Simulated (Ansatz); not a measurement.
FeS$_{2}$:
```yaml
crystal:
  lattice:
    - [5.32370, 0.00000, 0.00000]
    - [0.00000, 5.32370, 0.00000]
    - [0.00000, 0.00000, 5.32370]
  atoms:
    - { symbol: Fe, position: [0.00000, 0.00000, 0.00000] }
    - { symbol: Fe, position: [0.50000, 0.50000, 0.00000] }
    - { symbol: Fe, position: [0.00000, 0.50000, 0.50000] }
    - { symbol: Fe, position: [0.50000, 0.00000, 0.50000] }
    - { symbol: S, position: [0.38169, 0.38169, 0.38169] }
    - { symbol: S, position: [0.88169, 0.11831, 0.61831] }
    - { symbol: S, position: [0.61831, 0.88169, 0.11831] }
    - { symbol: S, position: [0.11831, 0.61831, 0.88169] }
    - { symbol: S, position: [0.61831, 0.61831, 0.61831] }
    - { symbol: S, position: [0.11831, 0.88169, 0.38169] }
    - { symbol: S, position: [0.38169, 0.11831, 0.88169] }
    - { symbol: S, position: [0.88169, 0.38169, 0.11831] }
```

Relaxed with DFT-PBEsol in the program Ansatz with PAW potentials. Indices refer to the conventional cell of Pa-3, a = b = c = 5.3237 Å, α = β = γ = 90.00°.

**Question.** Simulate the powder diffraction pattern (Mo Kα, λ = 0.71073 Å; lines above 1 %) up to 2θ = 45°.

**Answer.** Simulated powder pattern, Mo Kα, λ = 0.71073 Å (kinematic, ideal powder, no thermal factors, no anomalous dispersion; the 30 strongest lines at most, above 1 %, up to 2θ = 45°):

```tsv
2θ (°)	d (Å)	I/Imax (%)	hkl
13.28	3.074	35	(111)
15.34	2.662	73	(200)
17.17	2.381	49	(210)
18.82	2.173	40	(211)
21.77	1.882	46	(220)
25.58	1.605	100	(311)
26.74	1.537	16	(222)
27.85	1.477	15	(302)
28.93	1.423	22	(321)+(312)
33.83	1.221	9.6	(331)
34.74	1.190	15	(420)+(402)
35.62	1.162	10	(421)+(412)
36.49	1.135	4.9	(332)
38.18	1.087	13	(422)
40.59	1.025	30	(511)+(333)
42.14	0.989	10.0	(423)+(502)
42.89	0.972	6.0	(512)+(521)
44.37	0.941	18	(440)
```

Symmetry was held in the PBEsol relaxation. The workflow began spin-polarised and lost its moments.

Potentials: the later of the program's two PAW sets.
